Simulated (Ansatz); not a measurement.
Ag:
Space group P6₃/mmc (No. 194); a = b = 2.908 Å, c = 9.463 Å, α = β = 90.00°, γ = 120.00°

| atom | site | symmetry | x | y | z |
|---|---|---|---|---|---|
| Ag | 2a | -3m. | 0.0000 | 0.0000 | 0.0000 |
| Ag | 2c | -6m2 | 0.3333 | 0.6667 | 0.2500 |

Relaxed at zero pressure with the program Ansatz at the r²SCAN level (PAW).

Problem. The volume is lowered by 6 % and shape and atoms relax at that volume. What pressure results, and how do the axes share the change?

Solution. 7.5 GPa; a -2.1 %, b -2.1 %, c -2.0 %; the energy rises by 23 meV/atom.

Problem. Give the new structure.

Solution. 
Space group P6₃/mmc (No. 194); a = b = 2.847 Å, c = 9.276 Å, α = β = 90.00°, γ = 120.00°

```csv
atom,site,symmetry,x,y,z
Ag,2a,-3m.,0.0000,0.0000,0.0000
Ag,2c,-6m2,0.3333,0.6667,0.2500
```

The phase is kept; no other phase was compared at this pressure.

Space group P6_3/mmc (dhcp (α-La type)). The workflow started from a Materials Project entry (that database holds measured and hypothetical structures alike); the Crystallography Open Database files this formula in space group No. 194, but the cells were not matched. It is not the phase usual at ambient conditions (space group No. 225). The cell was relaxed with r²SCAN under the symmetry of its start; its stability against distortions is not shown here. No spin polarisation was allowed. Axis ratios of metals converge slowly with the k-mesh, so a and c are less sure than the volume.

Potentials: the earlier of the program's two PAW sets.
